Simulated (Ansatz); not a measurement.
Geometry optimisation in Ansatz: input, command and trajectory.

```yaml
crystal:
  lattice:
    - [3.5102272679, 0.0, 0.0]
    - [-1.7551136339, 3.0399459871, 0.0]
    - [0.0, 0.0, 5.8203100027]
  atoms:
    - { symbol: Sr, position: [0.3333333333, 0.6666666667, 0.25] }
    - { symbol: Sr, position: [0.6666666667, 0.3333333333, 0.75] }
basis:
  ecutwfc: 420
kpoints:
  mp_grid: { grid: [12, 12, 8] }
hamiltonian:
  xc: pbesol
scf:
  occupations: { method: gaussian, width: 0.1 }
output:
  forces: true
  stress: true
  eigenvalues: true
relax:
  adjacent_minimum: "off"
  f_tol: 0.008
  max_steps: 50
  cell: { stress_tol: 0.08, p_target: 20.0 }
```

```bash
ansatz run input.yaml --threads 1 --pin off --max-ram 2560MiB --backend cpu --events-out ev --progress --plain --runs-dir out
```

Computed with DFT PBEsol, scalar-relativistic, plane waves, PAW (Ansatz 0.2.0).

Of 6 frames 5 are shown, positions in Å and forces in eV/Å; the SCF threshold varies from step to step. Steps run on the plane waves of an earlier cell, with a Pulay correction in the pressure. The basis is chosen afresh for the last frame, the zero of the energies, and at times for earlier ones too; energy and pressure can step there, also at an unchanged geometry. Where two frames share a geometry here, they differ by under 2 meV/atom and 0.3 GPa. The relaxation lowers the enthalpy F + PV at the target pressure, so the free energy itself can rise.

```xyz
2
Lattice="3.5102 0.0000 0.0000 -1.7551 3.0399 0.0000 0.0000 0.0000 5.8203" Properties=species:S:1:pos:R:3:forces:R:3 pbc="T T T" step=1 free_energy_over_end_meV_per_atom=-414.85 pressure_GPa=13.10
Sr    0.0000    2.0266    1.4551    0.0000    0.0000    0.0000
Sr    1.7551    1.0133    4.3652    0.0000    0.0000    0.0000
2
Lattice="3.3388 0.0000 0.0000 -1.6694 2.8915 0.0000 0.0000 0.0000 5.5309" Properties=species:S:1:pos:R:3:forces:R:3 pbc="T T T" step=2 free_energy_over_end_meV_per_atom=37.10 pressure_GPa=20.77
Sr    0.0000    1.9276    1.3827    0.0000    0.0000    0.0000
Sr    1.6694    0.9638    4.1481    0.0000    0.0000    0.0000
2
Lattice="3.3662 0.0000 0.0000 -1.6831 2.9152 0.0000 0.0000 0.0000 5.5117" Properties=species:S:1:pos:R:3:forces:R:3 pbc="T T T" step=3 free_energy_over_end_meV_per_atom=-8.03 pressure_GPa=19.92
Sr    0.0000    1.9435    1.3779    0.0000    0.0000    0.0000
Sr    1.6831    0.9717    4.1338    0.0000    0.0000    0.0000
2
Lattice="3.3711 0.0000 0.0000 -1.6856 2.9195 0.0000 0.0000 0.0000 5.4883" Properties=species:S:1:pos:R:3:forces:R:3 pbc="T T T" step=4 free_energy_over_end_meV_per_atom=-3.74 pressure_GPa=19.95
Sr    0.0000    1.9463    1.3721    0.0000    0.0000    0.0000
Sr    1.6856    0.9732    4.1162    0.0000    0.0000    0.0000
2
Lattice="3.3719 0.0000 0.0000 -1.6859 2.9201 0.0000 0.0000 0.0000 5.4798" Properties=species:S:1:pos:R:3:forces:R:3 pbc="T T T" step=6 free_energy_over_end_meV_per_atom=0.00 pressure_GPa=20.00
Sr    0.0000    1.9467    1.3700    0.0000    0.0000    0.0000
Sr    1.6859    0.9734    4.1099    0.0000    0.0000    0.0000
```

The run took 28 s on 1 thread of Arm Neoverse V1, with other jobs on the host, peak memory 0.36 GiB.